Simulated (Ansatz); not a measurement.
# V$_{2}$Te$_{6}$Mo (P-6m2) at 3 levels of theory

One geometry, relaxed with PBE; plane waves with PAW potentials in Ansatz, scalar-relativistic. Collinear spin; the first row ends at 0.0 μB a primitive cell. Gaps are the least over mesh and band path; pressure is positive in compression.

```cif
data_structure
_symmetry_space_group_name_H-M 'P-6m2'
_symmetry_Int_Tables_number 187
_cell_length_a 3.5864
_cell_length_b 3.5864
_cell_length_c 25.3718
_cell_angle_alpha 90.000
_cell_angle_beta 90.000
_cell_angle_gamma 120.000
_cell_volume 282.61
loop_
_atom_site_label
_atom_site_type_symbol
_atom_site_symmetry_multiplicity
_atom_site_Wyckoff_symbol
_atom_site_fract_x
_atom_site_fract_y
_atom_site_fract_z
_atom_site_occupancy
V1 V 2 g 0.00000 0.00000 0.16576 1
Te1 Te 2 h 0.33333 0.66667 0.09654 1
Te2 Te 2 h 0.33333 0.66667 0.42921 1
Te3 Te 2 h 0.33333 0.66667 0.76502 1
Mo1 Mo 1 b 0.00000 0.00000 0.50000 1
```

```json
{"level": "PBE", "cutoff (eV)": "420", "k mesh": "12×12×2", "gap (eV)": "0.08", "pressure (GPa)": "0.0", "largest moment (μB)": "1.01"}
{"level": "r2SCAN", "cutoff (eV)": "500", "k mesh": "12×12×2", "gap (eV)": "0.21", "pressure (GPa)": "-0.3", "largest moment (μB)": "1.22"}
{"level": "PBEsol", "cutoff (eV)": "420", "k mesh": "12×12×2", "gap (eV)": "0.03", "pressure (GPa)": "-2.6", "largest moment (μB)": "0.99"}
```

The state reached may not be the lowest one. Spin-orbit coupling matters for the bands of heavy elements and is left out. The cell holds layers, chains or molecules and no dispersion correction was added, so their binding is poorly described.

The cell was found from a structure generator's guess, not taken from experiment.
